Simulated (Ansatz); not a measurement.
Consider the following.

Generalised stacking fault of LiF (rock salt) on the {100} plane. The cell below holds the perfect crystal with the plane normal along z; tilting its third vector by the shift puts one fault into each cell, between planes 2.00 Å apart, at fixed cell height.

```
CELL_PARAMETERS angstrom
      2.82150     0.00000     0.00000
      0.00000     2.82150     0.00000
      1.41075     1.41075     5.98530
ATOMIC_POSITIONS crystal
  F  0.00000 0.00000 0.83333
  F  0.33333 0.33333 0.16667
  F  0.66667 0.66667 0.50000
  Li 0.50000 0.50000 0.83333
  Li 0.83333 0.83333 0.16667
  Li 0.16667 0.16667 0.50000
```

In-plane vectors a = (2.821, 0.000) Å, b = (0.000, 2.821) Å, area 7.96 Å². The shift is x·a + y·b, and the map repeats with period 1 in x and y. The shift is rigid: no atom relaxes. γ = [E(shift) − E(0)] / area.

Computed with r2SCAN (plane waves to 500 eV, PAW, scalar-relativistic; Ansatz, an electronic-structure program). k mesh 10×10×10 (Γ-centred), Fermi-Dirac smearing 0.05 eV. E is the zero-smearing estimate. Faults lie only 6.0 Å apart, and holding the cell height and the atoms raises γ above its relaxed value. LiF was relaxed with its symmetry unable to fall. γ is measured from zero shift.

The scan covers x from 0.000 to 0.833 in 6 points and y from 0.000 to 0.833 in 6 points.

Task: Where does the grid have local minima besides zero shift?

Result: No grid point is one.

Task: Stepping between nearest grid points (4 neighbours each), what is the highest γ met on the easiest way from zero shift to the shift a?

Result: 1.47 J/m².

Task: Which grid point, or set of equal points, is the highest, and at what γ?

Result: x = 0.500, y = 0.500 (4.09 J/m²).

(The slope of γ gives the shear force per area between the displaced halves; near zero shift its curvature is an elastic stiffness.)
